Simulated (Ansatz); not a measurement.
## MgTl: an elastic constant from a strain scan

All numbers below come from Ansatz 0.2.0, DFT PBEsol, scalar-relativistic, plane waves, PAW. Cutoff 420 eV, Γ-centred 14×14×14 k-points, Gaussian smearing of 0.15 eV. Spin–orbit coupling is left out, which can shift energies with elements as heavy as these. No spin polarisation. Energies are free energies at this smearing, counted from the undisturbed cell; pressure is positive in compression.

Zero of the scan (as given, not relaxed at this level; it stands at -0.6 GPa, and it needn't be the usual structure):

```xyz
2
Lattice="3.6350 0.0000 0.0000 0.0000 3.6350 0.0000 0.0000 0.0000 3.6350" Properties=species:S:1:pos:R:3 pbc="T T T"
Mg    0.0000    0.0000    0.0000
Tl    1.8175    1.8175    1.8175
```

The cell is strained by ε times the Voigt pattern (0, 0, 0, 0, 1, 0) (xx, yy, zz, yz, xz, xy; engineering shear) with fractional coordinates fixed. The cell holds 2 atoms in V0 = 48.03 Å³. The stress column is τ = (1/V0) dE/dε, got from the stress tensor σ (compression positive) at each point as −det(1 + εP) σ : P(1 + εP)⁻¹, with P the pattern as a tensor.

```
      ε  ΔE (meV/atom)  τ (GPa)
-0.0175          0.158   -0.120
-0.0150          0.116   -0.103
-0.0125          0.081   -0.086
-0.0100          0.052   -0.069
-0.0075          0.029   -0.051
-0.0050          0.013   -0.034
-0.0025          0.004   -0.017
 0.0000          0.000    0.000
 0.0025          0.004    0.017
 0.0050          0.013    0.034
 0.0075          0.029    0.051
 0.0100          0.052    0.069
 0.0125          0.081    0.086
 0.0150          0.116    0.103
 0.0175          0.158    0.120
 0.0200              ?        ?
```

Task: Which combination of elastic constants does this scan measure, and how large is it?

Result: For small ε, τ = τ0 + Kε with K = pᵀCp, which for this pattern is C44 in the cubic axes. The parabola through τ at ε = -0.0025, 0 and 0.0025 has slope K = 6.9 GPa at zero. The energies per cell, E = NΔE, of the wider pair ε = ±0.0175 give K = 2[E(ε₊)/ε₊ − E(ε₋)/ε₋]/[(ε₊ − ε₋)V0] = 6.9 GPa, in agreement. The start is under stress, which shifts K from the elastic constant by about the size of that stress.

Task: Predict the withheld row at ε = 0.0200 from the harmonic law, and compare.

Result: ΔE = V0(τ0 ε + Kε²/2)/N = 0.205 meV/atom and τ = 0.14 GPa. The calculation gives 0.206 meV/atom and 0.14 GPa, a miss of 0.01 meV/atom at most, so the harmonic law still holds here.

In a metal these slopes depend on the k mesh and the smearing.